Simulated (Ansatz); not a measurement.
In the program Ansatz at the r²SCAN level (PAW), C in the orthorhombic phase (Imma; C on 8g, C on 8h) relaxes to a = 4.876 Å, b = 7.777 Å, c = 3.268 Å. C on 8g has 3 nearest neighbours from 1.38 Å (trigonal planar); C on 8h has 3 nearest neighbours from 1.39 Å (trigonal planar).

Electronic character: no gap, with almost no states at the Fermi level (zero-gap or semimetallic). The screened hybrid HSE06 puts the gap at 0.25 eV (a hybrid on a coarse mesh can open a false gap in a semimetal).

The bulk modulus is 142 GPa.

The start of the workflow was typed in or built on a structure type; neither database checked (COD, Materials Project) lists it. It is not the phase usual at ambient conditions (space group No. 194, 227). The r²SCAN relaxation kept the symmetry of its start; its stability against distortions is not shown here.

Potentials: the later of the program's two PAW sets.
